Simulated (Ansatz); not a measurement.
Here are 2 structures of CrOSe, each relaxed with r2SCAN (Ansatz 0.2.0). No spin polarisation and no zero-point or thermal terms; whether a cell exists isn't addressed.

- Janus 1T monolayer: in-plane lattice: a = 3.022 Å, b = 3.022 Å, γ = 120.0°; thickness between the outer nuclei 2.49 Å. Cr is surrounded by 3 O at 1.90 Å and 3 Se at 2.47 Å; O is surrounded by 3 Cr at 1.90 Å; Se is surrounded by 3 Cr at 2.47 Å.
- Janus 2H monolayer: in-plane lattice: a = 2.918 Å, b = 2.918 Å, γ = 120.0°; thickness between the outer nuclei 2.68 Å. Cr is surrounded by 3 O at 1.95 Å and 3 Se at 2.40 Å; O is surrounded by 3 Cr at 1.95 Å; Se is surrounded by 3 Cr at 2.40 Å.

Problem. Which is lowest in energy with r2SCAN, and by how much?

Solution. Among these cells the lowest with r2SCAN is Janus 1T monolayer, 12 meV an atom below the next, Janus 2H monolayer. Other structures, not computed here, could lie lower.

Problem. Does the order change among the functionals that relaxed these cells?

Solution. Yes. PBE puts Janus 2H monolayer lowest instead. PBE: Janus 1T monolayer 11, Janus 2H monolayer 0 meV an atom.

Problem. What gaps does r2SCAN give on these cells?

Solution. Janus 1T monolayer: none (overlap 0.74); Janus 2H monolayer: none (overlap 0.31) (eV; d direct, i indirect).

Problem. What gaps does PBE give on these cells?

Solution. Janus 1T monolayer: none (overlap 0.70); Janus 2H monolayer: none (overlap 0.30) (eV; d direct, i indirect).

The runs are scalar-relativistic, without spin-orbit coupling.

Overlapping bands make a metal at that level, for which these meshes are coarse; small forces, stresses and energy differences are uncertain.

For some runs the program warns that the potential is rough where the density is thin, which bears on empty states near the vacuum.
